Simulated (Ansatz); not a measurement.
Sr2MoO4:
```cif
data_Mo2O8Sr4
_chemical_formula_sum 'Sr4 Mo2 O8'
_space_group_name_H-M_alt 'I4/mmm'
_space_group_IT_number 139
_space_group_name_Hall '-I 4 2'
_cell_length_a 3.89553
_cell_length_b 3.89553
_cell_length_c 12.91671
_cell_angle_alpha 90.000
_cell_angle_beta 90.000
_cell_angle_gamma 90.000
loop_
_atom_site_label
_atom_site_type_symbol
_atom_site_symmetry_multiplicity
_atom_site_Wyckoff_symbol
_atom_site_fract_x
_atom_site_fract_y
_atom_site_fract_z
_atom_site_occupancy
Sr1 Sr 4 e 0.00000 0.00000 0.35118 1
Mo1 Mo 2 a 0.00000 0.00000 0.00000 1
O1 O 4 c 0.00000 0.50000 0.00000 1
O2 O 4 e 0.00000 0.00000 0.16321 1
```
(The calculation used a cell of 7 atoms; values per cell refer to that cell.)

Relaxed at zero pressure with the program Ansatz at the r²SCAN level (PAW).

The volume is raised by 9 % and shape and atoms relax at that volume. What pressure results, and how do the axes share the change?

-10.4 GPa; a 2.5 %, b 2.5 %, c 3.8 %; the energy rises by 45 meV/atom.

Give the new structure.


Space group I4/mmm (No. 139); a = 3.991 Å, b = 3.991 Å, c = 13.413 Å, α = 90.00°, β = 90.00°, γ = 90.00°

```tsv
atom	site	symmetry	x	y	z
Sr	4e	4mm	0.0000	0.0000	0.3521
Mo	2a	4/mmm	0.0000	0.0000	0.0000
O	4c	mmm.	0.0000	0.5000	0.0000
O	4e	4mm	0.0000	0.0000	0.1599
```

The phase is kept; no other phase was compared at this pressure.

The first step of the workflow began from a Materials Project structure, measured or hypothetical; the Crystallography Open Database copy checked does not list it. Whether it is the stable phase at ambient conditions was not checked. Symmetry was held in the r²SCAN relaxation; its stability against distortions is not shown here. No spin polarisation was allowed. No Hubbard U is applied.

Potentials: the later of the program's two PAW sets.
